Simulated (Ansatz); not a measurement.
# Relaxation of RbMnF₃

Computed with DFT PBEsol, scalar-relativistic, plane waves, PAW (Ansatz). (420 eV cutoff, 6×6×6 k-mesh, Gaussian smearing of 0.02 eV, collinear spin)

What was changed: uniaxial strain along a, with b, c and atoms relaxed: +1.5 %.

Command:

```bash
ansatz run input.yaml --threads 1 --pin off --max-ram 2560MiB --backend cpu --events-out ev --progress --plain --runs-dir out
```

Input:

```yaml
crystal:
  lattice:
    - [4.2866353246, 0.0, 0.0]
    - [0.0, 4.2074487114, 0.0]
    - [0.0, 0.0, 4.2074487114]
  atoms:
    - { symbol: Rb, position: [0.0, 0.0, 0.0] }
    - { symbol: Mn, position: [0.5, 0.5, 0.5], spin: 4.58 }
    - { symbol: F, position: [0.5, 0.0, 0.5] }
    - { symbol: F, position: [0.5, 0.5, 0.0] }
    - { symbol: F, position: [0.0, 0.5, 0.5] }
basis:
  ecutwfc: 420
kpoints:
  mp_grid: { grid: [6, 6, 6] }
hamiltonian:
  xc: pbesol
scf:
  occupations: { method: gaussian, width: 0.02 }
output:
  forces: true
  stress: true
  eigenvalues: true
  populations: true
magnetization:
  spin_polarized: true
relax:
  adjacent_minimum: "off"
  f_tol: 0.008
  max_steps: 40
  cell: { stress_tol: 0.015, fix: [a, angles] }
```

F is the free energy. Steps run on the plane waves of an earlier cell, but the last one, and at times one on the way, on a freshly chosen basis, so a repeated geometry can differ a little in energy. The held parts of the cell keep their stress, so P needn't end at zero.

Steps:

| step | F − F(1) (eV) | largest force component (eV/Å) | V (Å³/atom) | P (GPa) |
| --- | --- | --- | --- | --- |
| 1 | 0.0000 | 0.000 | 15.177 | -0.51 |
| 2 | -0.0002 | 0.000 | 15.167 | -0.46 |
| 3 | -0.0003 | 0.000 | 15.160 | -0.42 |
| 4 | 0.0001 | 0.000 | 15.160 | -0.43 |

Relaxed structure:

```yaml
crystal:
  lattice:
    - [4.28664, 0.00000, 0.00000]
    - [0.00000, 4.20505, 0.00000]
    - [0.00000, 0.00000, 4.20505]
  atoms:
    - { symbol: Rb, position: [0.00000, 0.00000, 0.00000] }
    - { symbol: Mn, position: [0.50000, 0.50000, 0.50000] }
    - { symbol: F, position: [0.50000, 0.00000, 0.50000] }
    - { symbol: F, position: [0.50000, 0.50000, 0.00000] }
    - { symbol: F, position: [0.00000, 0.50000, 0.50000] }
```

Symmetry: P4/mmm, No. 123, tetragonal system. Conventional cell: a = 4.205 Å, b = 4.205 Å, c = 4.287 Å, α = 90.00°, β = 90.00°, γ = 90.00°. Around Rb (site symmetry 4/mmm) lie 12 F at 2.97 to 3.00 Å. Mn (site symmetry 4/mmm) has 6 F at 2.10 to 2.14 Å as nearest neighbours. F (site symmetry mmm) is surrounded by 2 Mn at 2.10 Å. F (site symmetry 4/mmm) has 2 Mn at 2.14 Å as nearest neighbours.

The run converged. Time: 29 s on 1 thread of Intel(R) Xeon(R) Platinum 8488C (Sapphire Rapids), on a shared host, peak memory 0.52 GiB.